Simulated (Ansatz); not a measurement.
**What DFT gives for Lu3Pd2**

```
CELL_PARAMETERS angstrom
0.00000 3.57799 0.00000
3.57799 0.00000 0.00000
1.78900 1.78900 -8.03460
ATOMIC_POSITIONS crystal
Lu 0.40000 0.40000 0.20000
Lu 0.60000 0.60000 0.80000
Pd 0.20000 0.20000 0.60000
Pd 0.80000 0.80000 0.40000
Lu 0.00000 0.00000 0.00000
```

The numbers come from plane-wave PAW DFT (Ansatz): PBE, no spin polarisation, 420 eV, 10×10×10 Γ-centred k points, fermi-dirac occupations (width 0.1 eV). Nothing was relaxed.

Question: How is the charge shared?

Answer: Bader charges in e: Lu +0.07 to +0.89, Pd -0.92. In the mean Lu gives up most and Pd takes most.

Question: Is it stable against the elements?

Answer: -0.14 eV an atom against the elements' usual phases (free molecules for gases, crystals otherwise, with no correction for O₂ or N₂), so it is bound against them; other compounds may still compete. Relaxing would lower it.

Question: What happens at the Fermi level?

Answer: It is a metal, with about 4.6 states/eV a cell as the mean within 0.25 eV of the Fermi level, mostly Lu d (70 %) and Pd d (16 %).

Question: Describe some of the short contacts.

Answer: Pd–Pd at 3.00 Å: least valence density 0.19 e/Å³ and ELF 0.17 there. Lu–Lu at 3.00 Å: least valence density 0.17 e/Å³ and ELF 0.10 there. Lu–Pd at 3.00 Å: least valence density 0.20 e/Å³ and ELF 0.17 there. These are pseudo-fields; inside the PAW spheres they differ from the all-electron ones.

Question: What does the stress say?

Answer: The pressure is 7.1 GPa (compression positive), so with the atoms held at these fractions the cell would first expand; the forces are large, so a full relaxation may end otherwise. The principal stresses 3.7, 8.8, 8.8 GPa differ, so its shape would change too.

Question: Where is the largest force?

Answer: The largest is on Lu1 (and as large on other atoms): 3.63 eV/Å, components (0.00, 0.00, -3.63). It makes 58° with the line to a nearest neighbour, Pd4 at 3.00 Å.

Origin: a known structure type with other elements, at an estimated volume, so it need not be a known compound. Caveats: atoms or cell far from equilibrium.
